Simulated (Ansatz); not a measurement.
Relaxed-ion elastic tensor of BaS (rock salt, Fm-3m) in GPa (Voigt order), plane-wave PAW LDA (Ansatz code); density 4.56 g/cm³, 30.83 Å³ per atom.

```
 116  18.3  18.3   0.0   0.0   0.0
18.3   116  18.3   0.0   0.0   0.0
18.3  18.3   116   0.0   0.0   0.0
 0.0   0.0   0.0  18.3   0.0   0.0
 0.0   0.0   0.0   0.0  18.3   0.0
 0.0   0.0   0.0   0.0   0.0  18.3
```

**Question.** Is the crystal mechanically stable?

**Answer.** Yes: the smallest eigenvalue of C is 18.3 GPa.

**Question.** Work out the Voigt, Reuss and Hill averages.

**Answer.** K_V = 50.8, K_R = 50.8, K_H = 50.8; G_V = 30.5, G_R = 24.4, G_H = 27.5 GPa.

**Question.** Give Young's modulus, Poisson's ratio, Pugh's ratio and the universal anisotropy index.

**Answer.** E = 9KG/(3K + G) = 69.8 GPa; ν = 0.27; K/G = 1.85 (ductile by the Pugh limit of 1.75); A_U = 5G_V/G_R + K_V/K_R − 6 = 1.26.

**Question.** Estimate the sound speeds and the Debye temperature.

**Answer.** v_l = √((K + 4G/3)/ρ) = 4380 m/s, v_t = √(G/ρ) = 2450 m/s, mean 2730 m/s; Θ = (h/k)(3n/4πV)^(1/3) v_m = 259 K.

**Question.** Give the Zener ratio and Young's modulus along [100], [110] and [111].

**Answer.** A = 2C44/(C11 − C12) = 0.37; 1/E = S11 − 2(S11 − S12 − S44/2)Γ with Γ = 0, 1/4, 1/3 gives 111, 57.0, 49.0 GPa.

**Question.** Solve the Christoffel equation for the three sound speeds along [100], [110], [111].

**Answer.** Eigenvalues of C_ijkl n_j n_l equal ρv². In km/s, slowest first: [100] 2.00, 2.00, 5.04; [110] 2.00, 3.27, 4.33; [111] 2.91, 2.91, 4.06.

The LDA relaxation kept the symmetry of its start; phonons on a q-mesh show no instability. Spin–orbit coupling is left out wherever it is not named.

Potentials: the later of the program's two PAW sets.
